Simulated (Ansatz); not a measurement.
# MoS₂ (2H-MoS2 type): gap against strain (epitaxial in the xy plane)

MoS₂ in the 2H-MoS2-type structure, relaxed with r2SCAN+rVV10 in Ansatz, then strained (epitaxial in the xy plane; changes of length per length, axes as in the cell below) with the atoms relaxed again within the symmetry that is left. The symmetry is P6_3/mmc (No. 194, hexagonal); conventional cell a = 3.173 Å, c = 12.436 Å, 18.07 Å³ an atom. Mo is surrounded by 6 S at 2.40 Å; S is surrounded by 3 Mo at 2.40 Å. Non-magnetic throughout; all numbers are computed.

```xyz
6
Lattice="3.1730 0.0000 0.0000 -1.5865 2.7479 0.0000 0.0000 0.0000 12.4359" Properties=species:S:1:pos:R:3 pbc="T T T"
Mo    0.0000    1.8319    3.1090
Mo    1.5865    0.9160    9.3269
S     1.5865    0.9160    4.6647
S     1.5865    0.9160    1.5532
S     0.0000    1.8319   10.8826
S     0.0000    1.8319    7.7712
```

Gaps are the least over each mesh (PBE 12×12×2, r2SCAN 12×12×2, r2SCAN+SOC 12×12×2, HSE06 6×6×2 when unstrained) and the special points, which keep their unstrained names.

```tsv
strain (%)	free normal strain (%)	gap, PBE (eV)	gap, r2SCAN (eV)	gap, r2SCAN+SOC (eV)	gap, HSE06 (eV)	edges, HSE06
-4.0	+1.82	1.115	1.239	1.232	1.695	Γ → Γ–K (0.54)
-3.0	+1.34	1.060	1.178	1.172	1.634	Γ → Γ–K (0.54)
-2.0	+0.97	1.015	1.129	1.123	1.586	Γ → Γ–K (0.53)
-1.0	+0.50	0.970	1.079	1.073	1.537	Γ → Γ–K (0.53)
0.0	0.00	0.927	1.032	1.026	1.477	Γ → K
+1.0	-0.50	0.803	0.862	0.856	1.243	Γ → K
+2.0	-0.82	0.617	0.669	0.663	1.034	Γ → K
+3.0	-1.20	0.443	0.488	0.483	0.838	Γ → K
```

**Question.** Estimate the row for a strain of +4.0 %.

**Answer.**
```tsv
strain (%)	free normal strain (%)	gap, PBE (eV)	gap, r2SCAN (eV)	gap, r2SCAN+SOC (eV)	gap, HSE06 (eV)	edges, HSE06
+4.0	-1.58	0.284	0.323	0.318	0.658	Γ → K
```

Between zero and the nearest strains the slope of the HSE06 gap against strain is -0.060 eV per percent for negative and -0.234 for positive strain. With r2SCAN+SOC the edges change from Γ → K (indirect) to Γ → H (indirect) between +2.0 and +3.0 %.

Only the levels marked +SOC include spin-orbit coupling.

Where an edge lies off the special points, it is a point of the mesh or the k point where a search put PBE's edge or least direct gap, reused for the other functionals, whose own edges may lie a little apart.

The meshes of the hybrids are coarse, so their gaps aren't converged to the digits shown.
